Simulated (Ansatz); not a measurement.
# Straining Ge

Theory: DFT r2SCAN, scalar-relativistic, plane waves, PAW in Ansatz. Run with 500 eV cutoff, 12×12×6 k-mesh, Gaussian smearing of 0.01 eV, no spin polarisation.

Reference structure (relaxed):

```
CELL_PARAMETERS angstrom
3.99565 0.00000 0.00000
-1.99782 3.46033 0.00000
0.00000 0.00000 6.60271
ATOMIC_POSITIONS crystal
Ge 0.66667 0.33333 0.06298
Ge 0.33333 0.66667 0.56298
Ge 0.66667 0.33333 0.43702
Ge 0.33333 0.66667 0.93702
```

Deformation: c alone is stretched, the rest of the cell is held and the atoms relax, all within the symmetry that the strain leaves. Energies are extrapolated to zero smearing. Gaps are generalised Kohn–Sham gaps over the whole zone.

| strain (%) | ΔE (meV/atom) | a (Å) | b (Å) | c (Å) | gap (eV) |
| --- | --- | --- | --- | --- | --- |
| -4.5 | 27.4 | 3.996 | 3.996 | 6.306 | metal |
| -3.0 | 11.9 | 3.996 | 3.996 | 6.405 | metal |
| -1.5 | 2.9 | 3.996 | 3.996 | 6.504 | metal |
| +0.0 | 0.0 | 3.996 | 3.996 | 6.603 | 0.10 |
| +1.5 | 2.7 | 3.996 | 3.996 | 6.702 | 0.05 |
| +3.0 | 10.5 | 3.996 | 3.996 | 6.801 | metal |
| +4.5 | 22.8 | 3.996 | 3.996 | 6.900 | metal |

(1) What stiffness (1/V) d²E/dε² at zero strain does a cubic fit over all points give?

## Answers

(1) A cubic fit gives (1/V) d²E/dε² = 174 GPa at zero strain (the elastic constant along c at held a and b).

This form isn't the element's structure at ambient conditions.